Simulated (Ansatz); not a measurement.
TiSe₂ (CdI2 type, P-3m1), plane-wave PAW PBE+D3(BJ) (Ansatz code), all energies at zero smearing, with the estimated change up to a 700 eV cutoff added, with one set of potentials and settings (totals compare only within such a set). Cell of 3 atoms (1 Ti, 2 Se): -13442.473 eV.

```json
[
 {"element": "Ti", "reference phase": "P6/mmm, 3 atoms in the cell", "E (eV/atom)": "-2500.3009"},
 {"element": "Se", "reference phase": "P3_121, 3 atoms in the cell", "E (eV/atom)": "-5469.4069"}
]
```

Formation energy per atom, worked out: (-13442.473 − 1×(-2500.3009) − 2×(-5469.4069))/3 = -1.120 eV/atom (-108 kJ per mol of atoms), at 0 K, without zero-point energy or fitted corrections.

The cell was relaxed with PBE+D3(BJ) under the symmetry of its start. No spin polarisation was allowed. The references are the lowest solids computed at this level, not always the standard phases.

Potentials: the later of the program's two PAW sets.
